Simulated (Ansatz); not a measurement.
Data sheet: Zn₃P₄W (DFT)

Zn3P4W:
```xyz
16
Lattice="7.7009 0.0000 0.0000 0.0000 6.6639 0.0000 0.0000 0.0000 6.3650" Properties=species:S:1:pos:R:3 pbc="T T T"
Zn     1.9362     5.5310     4.6773
Zn     1.9142     1.1328     1.4948
Zn     5.7646     5.5310     4.6773
Zn     5.7867     1.1328     1.4948
Zn     0.0000     2.2750     4.6560
Zn     3.8504     4.3888     1.4735
W      0.0000     4.4719     1.4425
W      3.8504     2.1919     4.6251
P      5.8038     5.5461     0.6963
P      5.7475     1.1177     3.8788
P      1.8971     5.5461     0.6963
P      1.9534     1.1177     3.8788
P      0.0000     2.3118     0.6835
P      3.8504     4.3521     3.8661
P      0.0000     4.4893     3.7253
P      3.8504     2.1745     0.5428
```

Space group Pmn2_1 (No. 31); conventional cell a = 7.701 Å, b = 6.664 Å, c = 6.365 Å, α = β = γ = 90.00°.

Method: r²SCAN in the plane-wave PAW code Ansatz. Geometry: relaxed at this level of theory. Other levels are named where they apply.

### Cell and energy

```
Quantity                                                      Result
-----------------------------------------------------  -------------
Volume per atom                                             20.41 Å³
Density                                                   5.12 g/cm³
Formation energy from the elements (no fitted shifts)  -0.13 eV/atom
```

### Electronic structure

```
Property                                                                                                                                                            Value
----------------------------------------  -------------------------------------------------------------------------------------------------------------------------------
Band gap                                                                                                                                               0.44 eV (indirect)
Valence-band maximum                                                                                at Y (k = 0.000, 0.500, 0.000 in fractions of the reciprocal vectors)
Conduction-band minimum                   on the Γ–Z line, 95 % of the way from Γ (k = 0.000, 0.000, 0.474 in fractions of the reciprocal vectors) (2 equivalent valleys)
Smallest direct gap on the standard path                                                                                                                          0.68 eV
Electron effective mass                                                                                                             0.23, 0.70, 4.0 mₑ (principal values)
Hole effective mass                                                                                                                0.38, 0.48, 0.85 mₑ (principal values)
```

### Mechanics

```
Quantity                              Result
----------------------------------  --------
Bulk modulus (Birch–Murnaghan fit)  78.6 GPa
Pressure derivative B′                   4.3
```

The start of the workflow was typed in or built on a structure type; neither database checked (COD, Materials Project) lists it. Its standing as an ambient phase is unchecked. Symmetry was held in the r²SCAN relaxation; its stability against distortions is not shown here. No spin polarisation was allowed. The references are the lowest solids computed at this level, not always the standard phases. Scalar-relativistic: spin–orbit coupling is off unless named, which matters more the heavier the elements.

Potentials: the later of the program's two PAW sets.
